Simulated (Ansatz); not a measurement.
FePt (CuAu type, space group P4/mmm)

```xyz
2
Lattice="2.7301 0.0000 0.0000 0.0000 2.7301 0.0000 0.0000 0.0000 3.7639" Properties=species:S:1:pos:R:3 pbc="T T T"
Fe     1.3650     1.3650     1.8819
Pt     0.0000     0.0000     0.0000
```

The slice is a (001) plane (indices of the conventional cell) through the point (0.500, 0.500, 0.500) (fractional), spanned by u = [100] and v = [010] in vectors of this cell: u (2.73 Å) and v (2.73 Å, at 90° to u). It covers one period; positions are fractions (u, v).

These are PBE (plane waves to 420 eV, PAW, scalar-relativistic; Ansatz, a first-principles code) values and carry that method's errors. k mesh 17×17×12. Inside the PAW spheres the values are not all-electron values, and peaks at nuclei hang on which shells count as valence. FePt was relaxed with its symmetry unable to fall. Relaxed FePt ends ferromagnetic. Spin-orbit coupling is left out, though Pt is heavy. Other magnetic orders were not checked, so this need not be the ground state.

Three fields on this plane, each scaled to ten steps between its own extremes (0 low, 9 high; the total valence density on a logarithmic scale, the potential cut 8 eV below its top; x marks points blanked near nuclei; v = 0 in the bottom row):

Map A
```
|xxxxxxxxxxxx642111246xxxxxxxxxxx|
|xxxxxxxxxxxx642111246xxxxxxxxxxx|
|xxxxxxxxxxxx642111246xxxxxxxxxxx|
|xxxxxxxxxxxx632111236xxxxxxxxxxx|
|xxxxxxxxxxx85321112358xxxxxxxxxx|
|xxxxxxxxxxx74321112347xxxxxxxxxx|
|xxxxxxxxxx9632111112369xxxxxxxxx|
|xxxxxxxxx974321111123479xxxxxxxx|
|xxxxxxxx97532110001123579xxxxxxx|
|xxxxxxx9753221000001223579xxxxxx|
|xxxxx87643221000000012234678xxxx|
|66666543322110000000112233456666|
|44443332211000000000001122333444|
|22222221110000000000000111222222|
|11111111100000000000000011111111|
|11111111100000000000000011111111|
|11111111100000000000000011111111|
|22222221110000000000000111222222|
|44443332211000000000001122333444|
|66666543322110000000112233456666|
|xxxxx87643221000000012234678xxxx|
|xxxxxxx9753221000001223579xxxxxx|
|xxxxxxxx97532110001123579xxxxxxx|
|xxxxxxxxx974321111123479xxxxxxxx|
|xxxxxxxxxx9632111112369xxxxxxxxx|
|xxxxxxxxxxx74321112347xxxxxxxxxx|
|xxxxxxxxxxx85321112358xxxxxxxxxx|
|xxxxxxxxxxxx632111236xxxxxxxxxxx|
|xxxxxxxxxxxx642111246xxxxxxxxxxx|
|xxxxxxxxxxxx642111246xxxxxxxxxxx|
|xxxxxxxxxxxx642111246xxxxxxxxxxx|
|xxxxxxxxxxxx642111246xxxxxxxxxxx|
```

Map B
```
|xxxxxxxxxxxx024555420xxxxxxxxxxx|
|xxxxxxxxxxxx024555420xxxxxxxxxxx|
|xxxxxxxxxxxx034555430xxxxxxxxxxx|
|xxxxxxxxxxxx135565531xxxxxxxxxxx|
|xxxxxxxxxxx02456665420xxxxxxxxxx|
|xxxxxxxxxxx13566666531xxxxxxxxxx|
|xxxxxxxxxx0245677765420xxxxxxxxx|
|xxxxxxxxx024567777765420xxxxxxxx|
|xxxxxxxx02356778887765320xxxxxxx|
|xxxxxxx0235677888887765320xxxxxx|
|xxxxx01245677889998877654210xxxx|
|00001234567788999998877654321000|
|22233455677889999999887765543322|
|44445566778899999999988776655444|
|55555667788999999999998877665555|
|55556667788999999999998877666555|
|55555667788999999999998877665555|
|44445566778899999999988776655444|
|22233455677889999999887765543322|
|00001234567788999998877654321000|
|xxxxx01245677889998877654210xxxx|
|xxxxxxx0235677888887765320xxxxxx|
|xxxxxxxx02356778887765320xxxxxxx|
|xxxxxxxxx024567777765420xxxxxxxx|
|xxxxxxxxxx0245677765420xxxxxxxxx|
|xxxxxxxxxxx13566666531xxxxxxxxxx|
|xxxxxxxxxxx02456665420xxxxxxxxxx|
|xxxxxxxxxxxx135565531xxxxxxxxxxx|
|xxxxxxxxxxxx034555430xxxxxxxxxxx|
|xxxxxxxxxxxx024555420xxxxxxxxxxx|
|xxxxxxxxxxxx024555420xxxxxxxxxxx|
|xxxxxxxxxxxx024555420xxxxxxxxxxx|
```

Map C
```
|xxxxxxxxxxxx346898643xxxxxxxxxxx|
|xxxxxxxxxxxx346898643xxxxxxxxxxx|
|xxxxxxxxxxxx246898642xxxxxxxxxxx|
|xxxxxxxxxxxx246898642xxxxxxxxxxx|
|xxxxxxxxxxx12468986421xxxxxxxxxx|
|xxxxxxxxxxx12478987421xxxxxxxxxx|
|xxxxxxxxxx0135788875310xxxxxxxxx|
|xxxxxxxxx001357888753100xxxxxxxx|
|xxxxxxxx00124678887642100xxxxxxx|
|xxxxxxx0012457788877542100xxxxxx|
|xxxxx11112456788888765421111xxxx|
|33322223345677888887765433222233|
|44444445567778888888777655444444|
|66666677777888888888887777766666|
|88888888888888888888888888888888|
|99999998888888888888888888999999|
|88888888888888888888888888888888|
|66666677777888888888887777766666|
|44444445567778888888777655444444|
|33322223345677888887765433222233|
|xxxxx11112456788888765421111xxxx|
|xxxxxxx0012457788877542100xxxxxx|
|xxxxxxxx00124678887642100xxxxxxx|
|xxxxxxxxx001357888753100xxxxxxxx|
|xxxxxxxxxx0135788875310xxxxxxxxx|
|xxxxxxxxxxx12478987421xxxxxxxxxx|
|xxxxxxxxxxx12468986421xxxxxxxxxx|
|xxxxxxxxxxxx246898642xxxxxxxxxxx|
|xxxxxxxxxxxx246898642xxxxxxxxxxx|
|xxxxxxxxxxxx346898643xxxxxxxxxxx|
|xxxxxxxxxxxx346898643xxxxxxxxxxx|
|xxxxxxxxxxxx346898643xxxxxxxxxxx|
```

Assign the maps to these fields: electron localisation function (ELF); spin density, up minus down; electrostatic potential energy of an electron, from the cell's mean.

A is the spin density, up minus down; B is the electrostatic potential energy of an electron, from the cell's mean; C is the electron localisation function (ELF).
